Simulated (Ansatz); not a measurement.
**BeAu: from a starting cell to a relaxed one**

The start is a relaxed BeAu cell, doubled along one cell vector, shaken by Gaussian noise of σ = 0.08 Å a coordinate. The cell and all atomic positions are relaxed at zero pressure with PBEsol (plane waves to 420 eV, PAW, scalar-relativistic; Ansatz, a first-principles code). First-step values are on the input's coarse k-mesh.

Ansatz input (later rounds restart from its end on a renewed k-mesh):
Ansatz 0.2 input:
```yaml
crystal:
  lattice:
    - [-1.3429181595, 2.0094691968, 2.5460428706]
    - [1.3429181595, -2.0094691968, 2.5460428706]
    - [2.685836319, 4.0189383936, -5.0920857412]
  atoms:
    - { symbol: Au, position: [0.0358658711, -0.0414221787, -0.0051727457] }
    - { symbol: Au, position: [0.0084722856, -0.0356187946, 0.486392673] }
    - { symbol: Be, position: [0.4789026308, 0.5183642344, -0.0214525929] }
    - { symbol: Be, position: [0.5319711257, 0.5547023618, 0.5109733309] }
basis: { ecutwfc: 420, ecutrho_ratio: 4, xc_grid: 2, fft_grid_basis: typed }
kpoints: { mp_grid: { grid: [10, 14, 7] } }
hamiltonian:
  xc: pbesol
  dispersion: none
  pseudopotentials: { kind: paw }
scf: { occupations: { method: fermi_dirac, width: 0.05 } }
relax: { f_tol: 0.01, max_steps: 100, cell: { stress_tol: 0.02 } }
output: { forces: true, stress: true }
```

What pressure does the first self-consistent step give?

+3.1 GPa (positive: the cell is compressed).

How much energy is released per atom?

0.29 eV/atom.

How does the volume per atom move from start to end?

-7.8 %, from 13.74 to 12.68 Å³/atom.

How do the shortest distances between atoms change?

The closest pairs of elements (up to four, under 3.6 Å), start → end: Au–Be 2.11 → 2.45 Å; Be–Be 2.63 → 2.60 Å; Au–Au 2.67 → 2.81 Å.

What band gap does the relaxed structure have at this level?

No gap (metallic).

Give the final cell and atomic positions.


Space group C2/m (No. 12); a = 8.679 Å, b = 2.895 Å, c = 4.180 Å, α = 90.00°, β = 105.06°, γ = 90.00°

```json
[
 {"atom": "Au", "site": "4i", "symmetry": "m", "x": "0.3876", "y": "0.0000", "z": "0.1901"},
 {"atom": "Be", "site": "4i", "symmetry": "m", "x": "0.1313", "y": "0.0000", "z": "0.3343"}
]
```
(The calculation used a cell of 4 atoms; values per cell refer to that cell.)

Final values are on a 16×11×11 k-mesh of the relaxed cell. No spin polarisation in the result.

The relaxed structure here is a generated cell of BeAu: the first start was made by placing the elements on the sites of a structure type, and the end was not matched to a known phase here, so it may be hypothetical.
